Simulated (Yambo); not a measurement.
CdSe (zinc blende, space group F-43m, No. 216) under isotropic strain of +2 % on all lattice vectors; a = 4.3873 Å, b = 4.3873 Å, c = 4.3873 Å, α = 60.00°, β = 60.00°, γ = 60.00°. With the G0W0 scissor the direct gap on the mesh is 1.66 eV.

**Question.** Can the lowest exciton of this BSE run be trusted, and with what binding energy? (Yambo, PBEsol bands; 6×6×6 mesh, 3 valence and 4 conduction bands, static screening with 38 bands and a 4 Ry block, scissor 1.30 eV, Tamm-Dancoff.)

**Answer.** No. The lowest state lies within a few hundredths of an eV of the direct gap; this mesh is too coarse for weakly bound, extended excitons. The scissor comes from a G0W0 run whose convergence isn't established. Spin-orbit splittings are left out.

The standard potential for Se keeps a d shell in the valence without the s and p states of that shell. In tests on such compounds this moved G0W0 gaps by up to about 0.9 eV, so absolute quasiparticle energies here are unreliable; differences between settings are what counts.

Geometry strained from the cell relaxed with PBEsol, atoms relaxed again.
